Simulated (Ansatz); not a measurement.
CaSe (rock salt), conventional cell a = 5.935 Å, b = 5.935 Å, c = 5.935 Å, α = 90.00°, β = 90.00°, γ = 90.00°. The calculation uses the primitive cell of 2 atoms, to which meshes and values per cell refer.

E(V) scan at fixed shape, V₀ the volume above. Symmetry pins the atoms to their sites.

Method: r2SCAN (plane waves to 500 eV, PAW, scalar-relativistic; Ansatz, a first-principles code). k mesh 10×10×10 (Γ-centred), Fermi-Dirac smearing 0.05 eV. The energy includes the smearing's −TS. Compression counts positive. CaSe was relaxed with its symmetry unable to fall. ΔE is measured from the relaxed starting cell.

The scan covers V/V₀ from 0.900 to 1.100 in 11 points.

Problem. What pressure does the cell carry at V/V₀ = 0.900?

Solution. 6.80 GPa.

Problem. What is ΔE at V/V₀ = 0.900?

Solution. 50.6 meV/atom.

Problem. What is ΔE at V/V₀ = 1.100?

Solution. 36.0 meV/atom.

(Under strain, the slope of the energy per volume gives the stress and its curvature an elastic modulus.)
